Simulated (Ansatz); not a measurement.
C:
```
CELL_PARAMETERS angstrom
      0.00000     1.54577     1.54577
      1.54577     0.00000     1.54577
      1.54577     1.54577     0.00000
ATOMIC_POSITIONS crystal
  C  0.00000 0.00000 0.00000
```

Relaxed with r²SCAN+D4.

Task: Map the electron localisation function on the plane through (0.000, 0.000, 0.000) spanned by u = [1, 1, 0] and v = [1, -1, 0] in lattice vectors, from the program Ansatz at the r²SCAN+D4 level (PAW).

Result: x is the fraction of u, y of v (the angle between them is 90°; rows are the nearest grid lines); atoms in the plane: C at (0.00, 0.00), C at (0.50, 0.50).
```
| :#@%=::----::=%@#: |
| -%@%-::====::-%@%- |
|=*@@#--=*##*=--#@@*=|
|%%@@*-=#@@@@#=-*@@%%|
|@@@%=-*@@@@@@*-=%@@@|
|@@%*-=%@@%%@@%=-*%@@|
|##+--+@@#==#@@+--+##|
|+=-::*@@+..+@@*::-=+|
|--:.:*@@=  =@@*:.:--|
|+=-::*@@+..+@@*::-=+|
|##+--+@@#==#@@+--+##|
|@@%*-=%@@%%@@%=-*%@@|
|@@@%=-*@@@@@@*-=%@@@|
|%%@@*-=#@@@@#=-*@@%%|
|=*@@#--=*##*=--#@@*=|
| -%@%-::====::-%@%- |
| :#@%=::----::=%@#: |
```
Scale: ten equal steps from 0.060 (start of ' ') to 0.796 (end of '@'), in the order ' .:-=+*#%@'; x runs from 0.000 to 1.00, y from 0.000 (bottom) to 1.00 (top).

The density is the valence pseudo-density with augmentation charge, so density and ELF within about 1 Å of a nucleus are not all-electron values.

Space group Fm-3m (fcc (Cu type)). The start of the workflow was typed in or built on a structure type; neither database checked (COD, Materials Project) lists it. It is not the phase usual at ambient conditions (space group No. 194, 227). Symmetry was held in the r²SCAN+D4 relaxation. At this level the phase is mechanically unstable. The volume moved by -35 % from the start of the relaxation.

Potentials: the earlier of the program's two PAW sets.
